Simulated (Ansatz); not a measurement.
Nb, DFT, PBEsol, all-electron LAPW, scalar-relativistic (Ansatz 0.2.0), run on 1 thread of Arm Neoverse V1 on a shared host.

The geometry is COD entry 1534903, unchecked; take it as a test cell. The listed cell was then made from it by scaling, straining or moving an atom.

Command: `ansatz run input.yaml --threads 1 --pin off --max-ram 3072MiB --backend cpu --events-out ev --progress --plain --runs-dir out`

```yaml
crystal:
  lattice:
    - [0.0, 2.05155, 2.115]
    - [2.05155, 0.0, 2.115]
    - [2.05155, 2.05155, 0.0]
  atoms:
    - { symbol: Nb, position: [0.0, 0.0, 0.0] }
kpoints:
  mp_grid: { grid: [13, 13, 13] }
  band_path:
    path:
      - [0.0, 0.0, 0.0]
      - [0.0, 0.5, 0.5]
      - [0.25, 0.75, 0.5]
      - [0.0, 0.5, 0.0]
      - [0.0, 0.0, 0.0]
      - [0.5, 0.5, 0.0]
      - [0.3676125, 0.6323875, 0.0]
      - [-0.3676125, 0.3676125, 0.0]
      - [0.0, 0.0, 0.0]
    npoints: 5
scf:
  occupations: { method: fermi_dirac, width: 0.08 }
hamiltonian:
  xc: pbesol
  pseudopotentials: { kind: all_electron, lapw: { basis_error: 0.00025 } }
output:
  forces: true
  stress: true
  eigenvalues: true
```

Q: How large is the problem that the program sets up?

A: 196 irreducible k-points, 169 plane waves at Γ, 19 bands.

Q: About how long does it take, and how much memory does it use?

A: 20 s of wall time for 6 SCF iterations, with a peak of 0.39 GiB. Times on shared machines scatter by tens of per cent.
